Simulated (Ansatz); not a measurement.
GeSb₄Te₇ (P-3m1) from a database structure at its r2SCAN+rVV10 geometry, run in the PAW code Ansatz at 2 levels of theory. No spin polarisation and no zero-point or thermal motion.

The LDA input:
```yaml
crystal:
  lattice:
    - [4.2656559796, 0.0, 0.0]
    - [-2.1328279898, 3.6941664421, 0.0]
    - [0.0, 0.0, 24.2241478557]
  atoms:
    - { symbol: Ge, position: [0.0, 0.0, 0.5] }
    - { symbol: Sb, position: [0.6666666667, 0.3333333333, 0.9182117396] }
    - { symbol: Sb, position: [0.3333333333, 0.6666666667, 0.3480243046] }
    - { symbol: Sb, position: [0.3333333333, 0.6666666667, 0.0817882604] }
    - { symbol: Sb, position: [0.6666666667, 0.3333333333, 0.6519756954] }
    - { symbol: Te, position: [0.3333333333, 0.6666666667, 0.8477998835] }
    - { symbol: Te, position: [0.6666666667, 0.3333333333, 0.1522001165] }
    - { symbol: Te, position: [0.0, 0.0, 0.7219453688] }
    - { symbol: Te, position: [0.6666666667, 0.3333333333, 0.4308888333] }
    - { symbol: Te, position: [0.3333333333, 0.6666666667, 0.5691111667] }
    - { symbol: Te, position: [0.0, 0.0, 0.0] }
    - { symbol: Te, position: [0.0, 0.0, 0.2780546312] }
kpoints:
  mp_grid: { grid: [12, 12, 2] }
  band_path:
    path:
      - [0.0, 0.0, 0.0]
      - [0.5, 0.0, 0.0]
      - [0.3333333333, 0.3333333333, 0.0]
      - [0.0, 0.0, 0.5]
      - [0.5, 0.0, 0.5]
      - [0.3333333333, 0.3333333333, 0.5]
    npoints: 1
hamiltonian:
  xc: lda
scf:
  occupations: { method: fixed }
  n_extra_bands: 7
output:
  forces: true
  stress: true
  eigenvalues: true
```

Main results, then, where recorded, the levels near the gap in eV from the Fermi energy (columns number the bands from 0), one row a point of the path (Γ, M, K, A, L, H):
```
Crystal: 12 atoms, lattice volume = 381.725 Å³
Symmetry: 12 space group operations
Space group: P-3m1 (ITA 164)
```
```
Basis set: ecut = 420 eV, 7395 PW (Γ)
k-points: 38 of 288
SCF converged after 9 iterations
Free energy (F): -77350.570901 eV
Fermi energy:    8.770002 eV
--- Forces (eV/Å), atoms counted from 1 ---
  atom   1  Ge      0.00000      0.00000      0.00000
  atom   2  Sb      0.00000      0.00000    -0.01723
  atom   3  Sb      0.00000      0.00000      0.01827
  atom   4  Sb      0.00000      0.00000      0.01723
  atom   5  Sb      0.00000      0.00000    -0.01827
  atom   6  Te      0.00000      0.00000      0.05292
  atom   7  Te      0.00000      0.00000    -0.05292
  atom   8  Te      0.00000      0.00000    -0.02493
  atom   9  Te      0.00000      0.00000    -0.00926
  atom  10  Te      0.00000      0.00000      0.00926
  atom  11  Te      0.00000      0.00000      0.00000
  atom  12  Te      0.00000      0.00000      0.02493
--- Stress (GPa, compression-positive) ---
       -1.843832       0.000000       0.000000
        0.000000      -1.843832       0.000000
        0.000000       0.000000      -2.208909
  P = ⅓ Tr σ = -1.9655 GPa (-19.655 kbar)
```
```tsv
band_89	band_90	band_91	band_92	band_93	band_94	band_95
-1.121	-1.121	-0.321	-0.109	0.428	0.464	0.550
-1.379	-1.327	-1.061	-0.951	0.766	0.770	1.095
-1.168	-1.078	-1.078	-0.900	1.182	1.420	1.420
-1.096	-0.978	-0.399	0.000	0.267	0.484	0.484
-1.497	-1.217	-1.100	-0.632	0.428	0.668	0.936
-1.489	-0.765	-0.765	-0.732	0.818	1.063	1.063
```

With LDA the gap is 0.27 eV and direct, at A.

Q: In the first input these blocks are replaced (the band path and keys that only write files left aside):
```yaml
hamiltonian:
  xc: r2scan
```
What comes out?

A:
```
Basis set: ecut = 500 eV, 9719 PW (Γ)
k-points: 38 of 288
SCF converged after 9 iterations
Free energy (F): -79264.474642 eV
Fermi energy:    9.083644 eV
--- Forces (eV/Å), atoms counted from 1 ---
  atom   1  Ge      0.00000      0.00000      0.00000
  atom   2  Sb      0.00000      0.00000    -0.03925
  atom   3  Sb      0.00000      0.00000      0.01056
  atom   4  Sb      0.00000      0.00000      0.03925
  atom   5  Sb      0.00000      0.00000    -0.01056
  atom   6  Te      0.00000      0.00000      0.01235
  atom   7  Te      0.00000      0.00000    -0.01235
  atom   8  Te      0.00000      0.00000      0.01807
  atom   9  Te      0.00000      0.00000    -0.01138
  atom  10  Te      0.00000      0.00000      0.01138
  atom  11  Te      0.00000      0.00000      0.00000
  atom  12  Te      0.00000      0.00000    -0.01807
--- Stress (GPa, compression-positive) ---
        0.940955       0.000000       0.000000
        0.000000       0.940955       0.000000
        0.000000       0.000000       0.843629
  P = ⅓ Tr σ = 0.9085 GPa (9.085 kbar)
```
```tsv
band_89	band_90	band_91	band_92	band_93	band_94	band_95
-1.146	-1.139	-0.270	-0.096	0.479	0.479	0.559
-1.649	-1.586	-1.123	-0.941	0.855	0.861	1.055
-1.313	-1.210	-1.210	-1.019	1.283	1.461	1.530
-1.361	-0.874	-0.384	0.000	0.414	0.414	0.471
-1.762	-1.482	-1.166	-0.685	0.558	0.725	0.901
-1.617	-0.914	-0.914	-0.879	0.906	1.157	1.157
```
With r2SCAN the gap is 0.41 eV and direct, at A. The mean pressure at these positions is +0.91 GPa, compression counted positive.

Totals of different functionals can't be compared.

No spin-orbit coupling is included; it can move band edges with weight on the heavy atoms by tenths of an eV.
